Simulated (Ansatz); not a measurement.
Computed with DFT PBE, scalar-relativistic, plane waves, PAW (Ansatz 0.2.0). All cells share a 420 eV cutoff and Γ-centred k meshes spaced at most about 0.3 Å⁻¹ (about 0.25 or finer for metals, 2π included). No spin polarisation in the final relaxations.

All energies are static (0 K, no zero-point motion).

Two forms of GeBr were relaxed alike.

A. Space group Pm-3m (No. 221), cubic, a = 3.614 Å. Ge is surrounded by 8 Br at 3.13 Å and 6 Ge at 3.61 Å; around Br lie 8 Ge at 3.13 Å and 6 Br at 3.61 Å.

B. Space group P-6m2 (No. 187), hexagonal, a = 3.525 Å, c = 4.507 Å. Around Ge lie 6 Br at 3.04 Å and 6 Ge at 3.52 Å; Br has 6 Ge at 3.04 Å and 6 Br at 3.52 Å.

Question: Which form is favoured at zero pressure, and by what margin per atom?

Answer: B is lower, by 141 meV/atom. A has the caesium chloride type, space group Pm-3m (No. 221), 23.6 Å³/atom and no gap on its mesh; B has the tungsten carbide type, space group P-6m2 (No. 187), 24.3 Å³/atom and no gap. Counting Br atoms around Ge (those within 1.25 times the shortest such distance or 1.15 times the sum of covalent radii, 1.27 where that leaves under three; the shortest distance is added where it exceeds 1.18 times the sum of covalent radii), A has Ge 8 from 3.1 Å and B has Ge 6 from 3.0 Å. Even the lower one lies +0.09 eV/atom against the reference forms of the elements (uncorrected), so neither is stable at this level. Both come from invented guesses.

In Pm-3m, P-6m2 an odd number of electrons in the primitive cell allows no gap without spin; a larger cell or a magnetic state could open one. A magnetic state wasn't ruled out in cells without spin, among them Pm-3m. Cells relaxed within their symmetry can be saddle points.
